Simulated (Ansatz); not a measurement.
CdS (wurtzite)

Space group P6₃mc (No. 186); a = b = 4.1962 Å, c = 6.8295 Å, α = β = 90.00°, γ = 120.00°

| atom | site | symmetry | x | y | z |
|---|---|---|---|---|---|
| Cd | 2b | 3m. | 0.6667 | 0.3333 | 0.4992 |
| S | 2b | 3m. | 0.3333 | 0.6667 | 0.3756 |

E(V) scan at fixed shape, V₀ the volume above. The atoms relax within the cell's symmetry.

Level of theory: PBE (plane waves to 420 eV, PAW, scalar-relativistic; Ansatz, an electronic-structure program). k mesh 9×9×5 (Γ-centred), Fermi-Dirac smearing 0.05 eV. The energy includes the smearing's −TS. With the shape held, the modulus is that of even scaling; a crystal free to change shape is softer. CdS was relaxed with its symmetry unable to fall. ΔE is measured from the relaxed starting cell.

| V (Å³/atom) | ΔE (meV/atom) |
|---|---|
| 21.870 | 152.9 |
| 22.911 | 79.0 |
| 23.953 | 32.3 |
| 24.994 | 7.5 |
| 26.036 | 0.0 |
| 27.077 | 6.4 |
| 28.119 | 24.0 |
| 29.160 | 50.4 |
| 30.201 | 83.9 |

What is the fitted pressure derivative B₀′?

4.6.

What bulk modulus at fixed cell shape B₀ follows from a third-order Birch-Murnaghan fit?

53.2 GPa. Check by three points about V = 26.036 Å³/atom, step 1.041: d²E/dV² ≈ (7.5 − 2·0.0 + 6.4) meV / 1.041² = 0.0128 eV/Å⁶, and V·d²E/dV² × 160.2 = 53.5 GPa.

(A scan under strain: stresses follow from slopes of the energy per volume, elastic moduli from its curvatures.)
